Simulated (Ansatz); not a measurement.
The numbers come from plane-wave PAW DFT (Ansatz): r2SCAN, no spin polarisation, 500 eV, 10×10×10 Γ-centred k points, fermi-dirac occupations (width 0.1 eV). Nothing was relaxed.

Computed maps in the lattice plane spanned by a (left to right, 3.97 Å, 12 points from zero) and c (bottom to top, 6.73 Å, 20 points from zero), 90° apart, at height 0.500 along b. The fields are smooth PAW ones with compensation charges, not the true ones near nuclei.

Valence density. Digits on a logarithmic scale: 0 up to 0.03 e/Å³, each further digit a factor of 1.6, 9 from 1.3 e/Å³ up:
```
344544322222
456765432223
678887642224
788788742224
787278752125
688788642124
578887531013
456765420002
234443210001
111211111211
210001234443
420002456765
531013578887
642124688788
752125787278
742224788788
642224678887
432223456765
322222344544
223332223332
```

ELF. Ten even steps from '0' (0.00) to '9' (0.89):
```
135653100000
589998510001
899899840004
993039961016
980008971017
993039971017
899999861016
799999720002
157875100000
001210001210
100000157875
720002799999
861016899999
971017993039
971017980008
961016993039
840004899899
510001589998
100000135653
001110001110
```

Question: The cell is AgBr$_{2}$. Which atoms lie within 0.2 Å of this plane, and where (fractions of a and c)?

Answer: Br at (0.25, 0.75), Br at (0.75, 0.25). The whole cell:
```yaml
crystal:
  lattice:
    - [3.97394, 0.00000, 0.00000]
    - [-1.98697, 3.44153, 0.00000]
    - [0.00000, -2.29435, 6.32923]
  atoms:
    - { symbol: Ag, position: [0.00000, 0.00000, 0.00000] }
    - { symbol: Br, position: [0.25000, 0.50000, 0.75000] }
    - { symbol: Br, position: [0.75000, 0.50000, 0.25000] }
```

Origin: a known structure type with other elements, at an estimated volume, so it need not be a known compound. Caveats: many states at the Fermi level without spin polarisation, so a magnetic state may lie lower.
